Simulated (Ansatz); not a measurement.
Consider the following.

NbSi₂:
```
NbSi2
1.0
    4.81295     0.00000     0.00000
   -2.40647     4.16813     0.00000
    0.00000     0.00000     6.61251
Nb Si
3 6
Cartesian
  2.40647   0.00000   3.30626
  1.20324   2.08407   5.51043
 -1.20324   2.08407   1.10209
  0.00000   1.32620   3.30626
  3.66443   0.66310   5.51043
  1.25795   3.50504   1.10209
  2.40647   2.84194   3.30626
 -1.25795   3.50504   5.51043
  1.14852   0.66310   1.10209
```

This is the PBE-relaxed structure. Tensor components refer to the Cartesian frame of this cell.

Task: All from PBE (plane waves, PAW; program Ansatz), unless another level is named. Estimate the highest zone-centre frequency.

Result: 388 cm⁻¹.

Task: And the Hill bulk and shear moduli?

Result: 175 and 141 GPa.

Task: Predict the elastic constants (relaxed ions, GPa).

Result: C11 = 347, C12 = 67.0, C13 = 80.0, C33 = 435, C44 = 133.

Space group P6_222. Symmetry was held in the PBE relaxation. The run is not spin-polarised. As this level gives no gap, shear constants depend on the k-mesh and smearing (Fermi–Dirac, 0.1 eV here). As this level gives no gap, phonon frequencies hold no LO–TO term and depend on the k-mesh and smearing (Fermi–Dirac, 0.1 eV here). On the denser mesh and wider smearing of the elastic run this cell carries a stress of 0.3 GPa.

Potentials: the later of the program's two PAW sets.
